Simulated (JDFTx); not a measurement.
An input for a modified build of JDFTx (Ru(0001), CANDLE, water, 1 M NaF; bohr, hartree) and the course of its log:

```
lattice \
  5.1170574511 2.5585287161 0.0000000000 \
  0.0000000000 4.4315017383 0.0000000000 \
  0.0000000000 0.0000000000 42.3298651916
coords-type Lattice
ion Ru 0.6666666668 0.6666666668 -0.1429051340 0
ion Ru 0.0000000002 0.0000000002 -0.0476350450 0
ion Ru 0.6666666668 0.6666666668 0.0476350450 0
ion Ru 0.0000000002 0.0000000002 0.1429051340 0
ion-species pseudo/ru_pbe_v1.2.upf
elec-cutoff 20 100
elec-ex-corr gga-PBE
coulomb-interaction Slab 001
coulomb-truncation-embed 0 0 0
kpoint-folding 10 10 1
elec-smearing Fermi 0.01
elec-n-bands 43
electronic-scf nIterations 100 energyDiffThreshold 1e-08
fluid LinearPCM
pcm-variant CANDLE
fluid-solvent H2O
fluid-cation Na+ 1
fluid-anion F- 1
fluid-minimize nIterations 400 knormThreshold 1e-11
wavefunction read vac.wfns
elec-initial-eigenvals vac.eigenvals
dump-name f0.$VAR
dump End State Ecomponents EigStats BandEigs Forces ElecDensity IonicPositions Fillings Kpoints Dtot FluidDebug BoundCharge FluidDensity
```

```
[one cycle in 5 is shown, and the last three; fluid-solver lines are left out]
	FillingsUpdate:  mu: -0.176619208  nElectrons: 64.000000
SCF: Cycle:  0   F: -379.995647698353480   dF: +1.188e-05   |Residual|: 1.302e-03   |deigs|: 2.432e-04
	FillingsUpdate:  mu: -0.173813500  nElectrons: 64.000000
SCF: Cycle:  5   F: -379.995686597462736   dF: -1.248e-06   |Residual|: 1.627e-04   |deigs|: 5.659e-04
	FillingsUpdate:  mu: -0.173347802  nElectrons: 64.000000
SCF: Cycle: 10   F: -379.995686984418342   dF: -6.092e-08   |Residual|: 4.477e-05   |deigs|: 2.871e-04
	FillingsUpdate:  mu: -0.173326448  nElectrons: 64.000000
SCF: Cycle: 15   F: -379.995686972259875   dF: +2.272e-08   |Residual|: 3.618e-05   |deigs|: 1.085e-04
	FillingsUpdate:  mu: -0.173339155  nElectrons: 64.000000
SCF: Cycle: 20   F: -379.995686955105668   dF: +3.978e-08   |Residual|: 4.290e-05   |deigs|: 1.661e-05
	FillingsUpdate:  mu: -0.173338121  nElectrons: 64.000000
SCF: Cycle: 25   F: -379.995686982208667   dF: +1.331e-08   |Residual|: 2.368e-05   |deigs|: 2.034e-05
	FillingsUpdate:  mu: -0.173324474  nElectrons: 64.000000
SCF: Cycle: 30   F: -379.995686996855682   dF: -1.506e-08   |Residual|: 9.908e-06   |deigs|: 1.445e-05
	FillingsUpdate:  mu: -0.173341260  nElectrons: 64.000000
SCF: Cycle: 35   F: -379.995686986844703   dF: +9.698e-09   |Residual|: 2.314e-05   |deigs|: 2.310e-05
	FillingsUpdate:  mu: -0.173323518  nElectrons: 64.000000
SCF: Cycle: 40   F: -379.995686992920696   dF: +3.979e-09   |Residual|: 1.095e-05   |deigs|: 8.893e-06
	FillingsUpdate:  mu: -0.173314558  nElectrons: 64.000000
SCF: Cycle: 45   F: -379.995686991266609   dF: +1.090e-09   |Residual|: 1.189e-05   |deigs|: 2.252e-05
	FillingsUpdate:  mu: -0.173332744  nElectrons: 64.000000
SCF: Cycle: 50   F: -379.995686997046562   dF: -2.708e-08   |Residual|: 7.809e-06   |deigs|: 1.756e-05
	FillingsUpdate:  mu: -0.173322066  nElectrons: 64.000000
SCF: Cycle: 55   F: -379.995686997395751   dF: -1.405e-08   |Residual|: 5.382e-06   |deigs|: 1.312e-05
	FillingsUpdate:  mu: -0.173346491  nElectrons: 64.000000
SCF: Cycle: 60   F: -379.995686974845853   dF: +1.876e-08   |Residual|: 3.142e-05   |deigs|: 2.360e-05
	FillingsUpdate:  mu: -0.173332720  nElectrons: 64.000000
SCF: Cycle: 65   F: -379.995686996649852   dF: -3.634e-08   |Residual|: 9.833e-06   |deigs|: 2.878e-05
	FillingsUpdate:  mu: -0.173318442  nElectrons: 64.000000
SCF: Cycle: 70   F: -379.995686996770019   dF: -1.114e-08   |Residual|: 5.684e-06   |deigs|: 1.822e-05
	FillingsUpdate:  mu: -0.173335444  nElectrons: 64.000000
SCF: Cycle: 75   F: -379.995686990627860   dF: +6.896e-09   |Residual|: 2.060e-05   |deigs|: 1.373e-05
	FillingsUpdate:  mu: -0.173302355  nElectrons: 64.000000
SCF: Cycle: 80   F: -379.995686986626310   dF: +1.859e-09   |Residual|: 1.953e-05   |deigs|: 3.585e-05
	FillingsUpdate:  mu: -0.173319673  nElectrons: 64.000000
SCF: Cycle: 85   F: -379.995686997547807   dF: -1.221e-08   |Residual|: 4.780e-06   |deigs|: 1.367e-05
	FillingsUpdate:  mu: -0.173339700  nElectrons: 64.000000
SCF: Cycle: 90   F: -379.995686965855953   dF: +1.315e-08   |Residual|: 4.777e-05   |deigs|: 2.493e-05
	FillingsUpdate:  mu: -0.173335365  nElectrons: 64.000000
SCF: Cycle: 95   F: -379.995686978398453   dF: +1.802e-08   |Residual|: 3.199e-05   |deigs|: 1.024e-05
	FillingsUpdate:  mu: -0.173353976  nElectrons: 64.000000
SCF: Cycle: 97   F: -379.995686980268658   dF: +1.433e-08   |Residual|: 2.477e-05   |deigs|: 3.875e-05
	FillingsUpdate:  mu: -0.173331218  nElectrons: 64.000000
SCF: Cycle: 98   F: -379.995686997962594   dF: -1.769e-08   |Residual|: 3.324e-06   |deigs|: 2.296e-05
	FillingsUpdate:  mu: -0.173319739  nElectrons: 64.000000
SCF: Cycle: 99   F: -379.995686985333919   dF: +1.263e-08   |Residual|: 1.734e-05   |deigs|: 1.216e-05
SCF: None of the convergence criteria satisfied after 100 iterations.
IonicMinimize: Iter:   0  F: -379.995686985333919  |grad|_K:  0.000e+00
IonicMinimize: Converged (|grad|_K<1.000000e-04).
```

This run gave no converged result. The loop ran out of cycles short of its threshold. It has stalled and not diverged: the last ten energies span 3e-08 Ha, so the total is near its end, but levels, forces and charges aren't shown converged.
